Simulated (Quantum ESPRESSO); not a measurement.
# Computed NMR tensors in BN (changed cell)

```yaml
crystal:
  lattice:
    - [0.00000, 1.83113, 1.80393]
    - [1.80393, 0.00000, 1.80393]
    - [1.80393, 1.83113, 0.00000]
  atoms:
    - { symbol: B, position: [0.00000, 0.00000, 0.00000] }
    - { symbol: N, position: [0.75000, 0.75000, 0.75000] }
```
The cell was made here from a computed Materials Project entry: strained by +1 % along the cube axis and by -0.5 % across it, atoms relaxed (PBE without dispersion, pw.x of a modified build of Quantum ESPRESSO, symmetry kept). The parent is BN in F-43m. Stability against distortions was not tested.

Shieldings are absolute and leave out the bulk-susceptibility term; a larger σ means a smaller chemical shift. By our sweeps, such settings leave a few ppm in absolute σ. The structure is static (0 K, no zero-point motion).

Ω = σ33 − σ11 of the symmetric part; where symmetry doesn't make it nil, it is less certain than σ_iso.

### Question
What do the calculations give at each independent site (shieldings by GIPAW with PBE in Quantum ESPRESSO, on JTH PAW datasets, 25 Ha, k-mesh 7×7×7 shifted, f-sum rule met within 0.013 %)?

### Answer
```tsv
site	site symmetry	σ_iso (ppm)	span Ω (ppm)
B (atom 1)	-4m2	82	2
N (atom 2)	-4m2	192	9
```
